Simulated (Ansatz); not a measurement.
Input:

CdTe:
Space group F-43m (No. 216); a = b = c = 6.558 Å, α = β = γ = 90.00°

```json
[
 {"atom": "Te", "site": "4c", "symmetry": "-43m", "x": "0.2500", "y": "0.2500", "z": "0.2500"},
 {"atom": "Cd", "site": "4a", "symmetry": "-43m", "x": "0.0000", "y": "0.0000", "z": "0.0000"}
]
```
(The calculation used a cell of 2 atoms; values per cell refer to that cell.)

This is the r²SCAN-relaxed structure.

All from the program Ansatz at the r²SCAN level (PAW), unless another level is named. Estimate the formation energy from the elements (no fitted shifts).

-0.57 eV/atom.

Give the weight of the valence-edge state by species (Voronoi cells).

Te 81 %, Cd 19 %.

What about the valence-band maximum?

at Γ.

The r²SCAN relaxation kept the symmetry of its start. The references are the lowest solids computed at this level, not always the standard phases. Spin–orbit coupling is left out wherever it is not named.

Potentials: the later of the program's two PAW sets.
